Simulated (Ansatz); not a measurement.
## How much do the gradients of Cs3Sc2I9 depend on the method?

Cell: a computed structure from the Materials Project (it need not be an observed phase).

Space group P6_3/mmc (No. 194); a = 8.5066, c = 21.3701 Å, γ = 120.00°.

| site | Wyckoff | site symmetry | x | y | z |
| --- | --- | --- | --- | --- | --- |
| Cs1 | 4f | 3m. | 0.3333 | 0.6667 | 0.0695 |
| Cs5 | 2b | -6m2 | 0.0000 | 0.0000 | 0.2500 |
| Sc | 4f | 3m. | 0.3333 | 0.6667 | 0.6586 |
| I11 | 12k | .m. | 0.1703 | 0.3406 | 0.5896 |
| I23 | 6h | mm2 | 0.5104 | 0.0208 | 0.2500 |

One atom of each set is listed.

First run. All values are calculated (Ansatz; DFT, PBE, plane waves and PAW, scalar-relativistic, 420 eV cutoff, Γ-centred 4×4×2 k-points, Fermi–Dirac smearing 0.02 eV), not measured.

```tsv
site	V_zz (10²¹ V/m²)	η
Cs1	1.58	0.00
Cs5	-1.00	0.00
Sc	0.44	0.00
I11	15.36	0.00
I23	-20.2	0.47
```

Second run. The same atoms and settings, except that the functional is r2SCAN and the cutoff is 500 eV.

Q: Given the first result, estimate the second.

A: 

```json
{"site": "Cs1", "V_zz": "1.72", "η": "0.00", "change of V_zz": "+0.14"}
{"site": "Cs5", "V_zz": "-1.16", "η": "0.00", "change of V_zz": "-0.16"}
{"site": "Sc", "V_zz": "0.43", "η": "0.00", "change of V_zz": "-0.01"}
{"site": "I11", "V_zz": "15.54", "η": "0.01", "change of V_zz": "+0.18"}
{"site": "I23", "V_zz": "-19.64", "η": "0.46", "change of V_zz": "+0.55"}
```

The largest change of V_zz is on I23, from -20.2 to -19.64. In per cent, |V_zz| changes by +9 to +16 on Cs, -3 to +1 on I (all sites that start above 0.5).

Without spin–orbit coupling the gradients at and beside I can be off by some per cent, at some sites by more.
For the second run: With these PAW files V_zz is typically within 2 to 3 % of all-electron values, but misses above 10 % occur on I.
